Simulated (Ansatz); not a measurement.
AlRh (CsCl type, space group No. 221) under volume change, LDA in the plane-wave PAW code Ansatz, scaled uniformly.

```json
[
 {"V (Å³/atom)": "11.661", "E − E(relaxed) (meV/atom)": "86.9", "P (GPa)": "26.34"},
 {"V (Å³/atom)": "12.046", "E − E(relaxed) (meV/atom)": "36.4", "P (GPa)": "16.06"},
 {"V (Å³/atom)": "12.430", "E − E(relaxed) (meV/atom)": "8.6", "P (GPa)": "7.36"},
 {"V (Å³/atom)": "12.815", "E − E(relaxed) (meV/atom)": "0.0", "P (GPa)": "0.00"},
 {"V (Å³/atom)": "13.199", "E − E(relaxed) (meV/atom)": "7.7", "P (GPa)": "-6.24"},
 {"V (Å³/atom)": "13.583", "E − E(relaxed) (meV/atom)": "29.2", "P (GPa)": "-11.51"},
 {"V (Å³/atom)": "13.968", "E − E(relaxed) (meV/atom)": "62.3", "P (GPa)": "-15.97"}
]
```

What does a third-order Birch–Murnaghan fit give for V₀, B₀ and B′?

V₀ = 12.81 Å³/atom, B₀ = 225 GPa, B′ = 4.5.

Space group Pm-3m (CsCl type). The workflow started from a Materials Project entry (that database holds measured and hypothetical structures alike); the Crystallography Open Database copy checked does not list it. Whether it is the stable phase at ambient conditions was not checked. Symmetry was held in the LDA relaxation; its stability against distortions is not shown here. No spin polarisation was allowed.

Potentials: the earlier of the program's two PAW sets. The files were generated under PBE; for other functionals the program regenerates the frozen cores, and for LDA and PBEsol the local potential too.
